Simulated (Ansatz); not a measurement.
One crystal and one scan (energy over volume and axial ratio) at two levels, PBE (plane waves to 420 eV, PAW, scalar-relativistic; Ansatz, a quantum-chemistry and plane-wave program) and r2SCAN (plane waves to 500 eV, PAW, scalar-relativistic; Ansatz), each from its own relaxed cell and on its own mesh.

The crystal is KBr (rock salt); volume and axial ratio are varied about the relaxed values (subscript 0).

E stands for the smeared free energy. KBr was relaxed with its symmetry unable to fall. Both scans cover V/V₀ from 0.920 to 1.080 and (c/a)/(c/a)₀ from 0.920 to 1.080.

```
quantity                                                     run 1  run 2
-----------------------------------------------------------  -----  -----
Lattice constant a (Å)                                       6.705  6.608
Band gap of the relaxed cell, no spin-orbit coupling (eV)     4.31   5.07
Shear modulus C′ = (C11 − C12)/2 (fit, atoms clamped) (GPa)   12.6   17.1
```

**Question.** Which run is which level?

**Answer.** Run 1 is PBE, run 2 is r2SCAN. PBE gives the higher value for: lattice constant a. PBE gives the lower value for: band gap of the relaxed cell, no spin-orbit coupling; shear modulus C′.

(Under strain, the slope of the energy per volume gives the stress and its curvature an elastic modulus.)
